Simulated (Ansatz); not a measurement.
Relaxing Mn

Theory: Ansatz, DFT PBEsol, scalar-relativistic, plane waves, PAW. Run with 420 eV cutoff, 18×18×10 k-mesh, Gaussian smearing of 0.10 eV, no spin polarisation.

What was changed in Cu: Cu → Mn on all its sites, cell and atoms relaxed.

Command:

```bash
ansatz run input.yaml --threads 1 --pin off --max-ram 2560MiB --backend cpu --events-out ev --progress --plain --runs-dir out
```

Input:

```yaml
crystal:
  lattice:
    - [2.4509452589, 0.0, 0.0]
    - [-1.2254726295, 2.1225808574, 0.0]
    - [0.0, 0.0, 3.9746407659]
  atoms:
    - { symbol: Mn, position: [0.3333333333, 0.6666666667, 0.25] }
    - { symbol: Mn, position: [0.6666666667, 0.3333333333, 0.75] }
basis:
  ecutwfc: 420
kpoints:
  mp_grid: { grid: [18, 18, 10] }
hamiltonian:
  xc: pbesol
scf:
  occupations: { method: gaussian, width: 0.1 }
output:
  forces: true
  stress: true
  eigenvalues: true
relax:
  adjacent_minimum: "off"
  f_tol: 0.01
  max_steps: 60
  cell: { stress_tol: 0.1 }
```

F is the free energy. Steps run on the plane waves of an earlier cell, but the last one, and at times one on the way, on a freshly chosen basis, so a repeated geometry can differ a little in energy.

Steps:

```csv
step,F − F(1) (eV),largest force component (eV/Å),V (Å³/atom),P (GPa)
1,0.0000,0.000,10.339,-0.58
2,-0.0001,0.000,10.326,-0.22
3,-0.0002,0.000,10.319,0.00
4,-0.0002,0.000,10.319,0.00
```

Relaxed structure:

```yaml
crystal:
  lattice:
    - [2.45143, 0.00000, 0.00000]
    - [-1.22572, 2.12300, 0.00000]
    - [0.00000, 0.00000, 3.96550]
  atoms:
    - { symbol: Mn, position: [0.33333, 0.66667, 0.25000] }
    - { symbol: Mn, position: [0.66667, 0.33333, 0.75000] }
```

The structure is hexagonal, space group P6_3/mmc (No. 194). The conventional cell has a = 2.451 Å, b = 2.451 Å, c = 3.966 Å, α = 90.00°, β = 90.00°, γ = 120.00°. Mn (site symmetry -6m2) is surrounded by 12 Mn at 2.44 to 2.45 Å.

The run converged. The run took 24 s on 1 thread of AMD EPYC 7R43 64-Core Processor (Zen 3), with other jobs on the host, peak memory 0.43 GiB.